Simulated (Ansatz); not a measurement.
GaNi (CsCl type, Pm-3m), a = 2.8778 Å, b = 2.8778 Å, c = 2.8778 Å, α = 90.00°, β = 90.00°, γ = 90.00°.

Relaxed with r²SCAN.

Problem. Tabulate the valence density and the electron localisation function along the shortest Ni–Ga contact (2.49 Å), the program Ansatz at the r²SCAN level (PAW).

Solution. 

| distance from Ni (Å) | density (e/Å³) | ELF |
|---|---|---|
| 0.25 | 34.54 | 0.59 |
| 0.37 | 17.92 | 0.47 |
| 0.50 | 7.99 | 0.37 |
| 0.62 | 3.35 | 0.29 |
| 0.75 | 1.44 | 0.23 |
| 0.87 | 0.69 | 0.19 |
| 1.00 | 0.44 | 0.19 |
| 1.12 | 0.35 | 0.24 |
| 1.25 | 0.32 | 0.31 |
| 1.37 | 0.33 | 0.31 |
| 1.50 | 0.39 | 0.27 |
| 1.62 | 0.53 | 0.25 |
| 1.74 | 0.84 | 0.22 |
| 1.87 | 1.68 | 0.15 |
| 1.99 | 4.37 | 0.07 |
| 2.12 | 11.75 | 0.03 |
| 2.24 | 26.43 | 0.02 |

The density is the valence pseudo-density with augmentation charge, so density and ELF within about 1 Å of a nucleus are not all-electron values.

The workflow started from an entry of the Crystallography Open Database (COD). Whether it is the stable phase at ambient conditions was not checked. The cell was relaxed with r²SCAN under the symmetry of its start; whether a distortion lowers the energy is not shown. The workflow began spin-polarised and lost its moments.

Potentials: the later of the program's two PAW sets.
